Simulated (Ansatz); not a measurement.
ZnSe in space group P-6m2 (No. 187; Zn on 1a, Se on 1f) at seven volumes, DFT-PBE in the program Ansatz with PAW potentials, shape and atoms relaxed at each. One row is withheld.

```csv
V (Å³/atom),P (GPa)
18.371,6.96
18.976,4.24
19.582,?
20.188,0.00
20.793,-1.64
21.399,-3.03
22.004,-4.23
```

Fit the shown pressures and predict the withheld one.

Third-order Birch–Murnaghan: P = (3/2)B₀(x^(7/2) − x^(5/2))[1 + (3/4)(B′ − 4)(x − 1)] with x = (V₀/V)^(2/3). Least squares on the six rows gives V₀ = 20.189 Å³/atom, B₀ = 59.54 GPa, B′ = 4.51. At V = 19.582, x = 1.0206 and P = 1.95 GPa. The run itself gave 1.94 GPa.

The cell is a constructed one: a structure type filled with these elements; neither database checked (COD, Materials Project) lists it. It is not the phase usual at ambient conditions (space group No. 216). Symmetry was held in the PBE relaxation; whether a distortion lowers the energy is not shown.

Potentials: the earlier of the program's two PAW sets.
